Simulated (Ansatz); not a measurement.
Input:

TePb:
```cif
data_PbTe
_chemical_formula_sum 'Pb1 Te1'
_space_group_name_H-M_alt 'P 1'
_space_group_IT_number 1
_cell_length_a 4.62062
_cell_length_b 4.62062
_cell_length_c 4.62062
_cell_angle_alpha 60.000
_cell_angle_beta 60.000
_cell_angle_gamma 60.000
loop_
_space_group_symop_operation_xyz
  'x, y, z'
loop_
_atom_site_label
_atom_site_type_symbol
_atom_site_fract_x
_atom_site_fract_y
_atom_site_fract_z
_atom_site_occupancy
Pb1 Pb 0.00000 0.00000 0.00000 1
Te1 Te 0.50000 0.50000 0.50000 1
```

This is the r²SCAN-relaxed structure.

Question: All from plane-wave PAW r²SCAN (Ansatz code), unless another level is named. Estimate the electron effective mass.

Answer: 0.12, 0.12, 0.36 mₑ (principal values).

Question: Predict the formation energy from the elements (no fitted shifts).

Answer: -0.50 eV/atom.

Question: What about the hole effective mass?

Answer: 0.088, 0.088, 0.60 mₑ (principal values).

Question: What about the band gap?

Answer: 1.09 eV (direct).

Question: Give the valence-band maximum.

Answer: at L.

Space group Fm-3m (rock salt). The cell was relaxed with r²SCAN under the symmetry of its start. The volume moved by -30 % from the start of the relaxation. The references are the lowest solids computed at this level, not always the standard phases. Scalar-relativistic: spin–orbit coupling is off unless named, which matters more the heavier the elements.

Potentials: the later of the program's two PAW sets.
